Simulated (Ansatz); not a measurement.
TiS$_{2}$ (CdI2 type)

```xyz
3
Lattice="3.2979 0.0000 0.0000 -1.6489 2.8560 0.0000 0.0000 0.0000 5.3399" Properties=species:S:1:pos:R:3 pbc="T T T"
Ti     0.0000     0.0000     0.0000
S      0.0000     1.9040     1.4352
S      1.6489     0.9520     3.9047
```

The slice is a (-1 1 0 2) plane (indices of the conventional cell) through the point (0.333, 0.667, 0.269) (fractional), spanned by u = [110] and v = [1 -1 1] in vectors of this cell: u (3.30 Å) and v (7.82 Å, at 90° to u). It covers one period; positions are fractions (u, v).

All values below come from PBEsol-D3(BJ) (plane waves to 420 eV, PAW, scalar-relativistic; Ansatz, a quantum-chemistry and plane-wave program). k mesh 16×16×9. Near the nuclei the fields are pseudised (PAW); where an atom keeps semicore shells as valence, they peak there. The PAW data are Ansatz's earlier set. TiS2 is run without spin polarisation. TiS2 was relaxed with its symmetry unable to fall.

Problem. Sketch the electron localisation function (ELF) on this plane as a map.

Solution. 
```tsv
v \ u	0.00	0.10	0.20	0.30	0.40	0.50	0.60	0.70	0.80	0.90
0.92	0.78	0.82	0.82	0.68	0.29	0.11	0.29	0.68	0.82	0.82
0.83	0.26	0.25	0.23	0.17	0.12	0.10	0.12	0.17	0.23	0.25
0.75	x	0.70	0.32	0.06	0.17	0.25	0.17	0.06	0.32	0.70
0.67	x	x	0.52	0.11	0.27	0.40	0.27	0.11	0.52	x
0.58	0.21	0.14	0.08	0.11	0.19	0.23	0.19	0.11	0.08	0.14
0.50	0.85	0.82	0.68	0.36	0.10	0.05	0.10	0.36	0.68	0.82
0.42	0.68	0.78	0.84	0.69	0.23	0.06	0.23	0.69	0.84	0.78
0.33	0.88	0.89	0.86	0.63	0.17	0.05	0.17	0.63	0.86	0.89
0.25	0.59	0.52	0.32	0.11	0.03	0.02	0.03	0.11	0.32	0.52
0.17	0.37	0.32	0.20	0.09	0.03	0.02	0.03	0.09	0.20	0.32
0.08	0.82	0.86	0.86	0.72	0.28	0.09	0.28	0.72	0.86	0.86
0.00	x	x	0.80	0.82	0.46	0.15	0.46	0.82	0.80	x
```

Values: electron localisation function (ELF). Points within 0.5 Å of a nucleus are blanked (x), as the pseudised field means little there.
